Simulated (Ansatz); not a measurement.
# TiSb (antiPbO structure)

Computed with Ansatz (plane waves, PAW, 420 eV cutoff): PBEsol, scalar-relativistic, no spin polarisation, Γ-centred 8×8×6 mesh, 0.05 eV Gaussian smearing; PAW files: Ansatz's generated set soft_2.

```
Ti Sb
1.0
     4.43610    0.00000    0.00000
     0.00000    4.43610    0.00000
     0.00000    0.00000    5.45835
Ti Sb
2 2
Direct
  0.00000 0.00000 0.00000
  0.50000 0.50000 0.00000
  0.50000 0.00000 0.28507
  0.00000 0.50000 0.71493
```

The start was a prototype's sites filled with these elements. The Crystallography Open Database lists the compound in space group P63/mmc, so this is a trial structure.

At this volume the pressure is -0.06 GPa.

The cell has space group P4/nmm (read at 0.01 Å). In it the stress is -0.05, -0.05, -0.08, 0.00, 0.00, 0.00 GPa and the largest force component 0.008 eV/Å. Each change below starts from this cell, without further relaxation. Stress is in GPa, positive in compression, in the order xx, yy, zz, yz, xz, xy; energies are counted from the cell above and are free energies with the smearing's entropy, which match forces and stress in a metal.

Q: What happens when atom 1 (Ti) is moved by 0.02 Å along x?

A: The energy changes by 1.6 meV per cell, and the force on it along the shift is -0.162 eV/Å (−F/u = 8.09 eV/Å²). Stress: -0.04, -0.05, -0.07, 0.00, 0.30, 0.00.
| atom | Fx (eV/Å) | Fy | Fz |
| --- | --- | --- | --- |
| Ti1 | -0.162 | 0.000 | -0.004 |
| Ti2 | 0.026 | 0.000 | 0.000 |
| Sb3 | 0.136 | 0.000 | -0.004 |
| Sb4 | 0.000 | 0.000 | 0.008 |

Q: What stress follows from an engineering strain of 3 % in yz, atoms carried along?

A: -0.05, 0.07, -0.04, -1.44, 0.00, 0.00 GPa; the energy changes by 14.5 meV per cell.
```
atom  Fx (eV/Å)      Fy      Fz
 Ti1      0.000  -0.303   0.015
 Ti2      0.000   0.303  -0.015
 Sb3      0.000  -0.337   0.011
 Sb4      0.000   0.337  -0.011
```
The change of the stress over the strain gives a clamped-atom stiffness of about 48 GPa for this component.
In a harmonic crystal the energy would rise by V(½Cε² − σ₀ε), with σ₀ the stress of the unstrained cell, = 14.5 meV, which matches.

These numbers lack spin–orbit coupling.
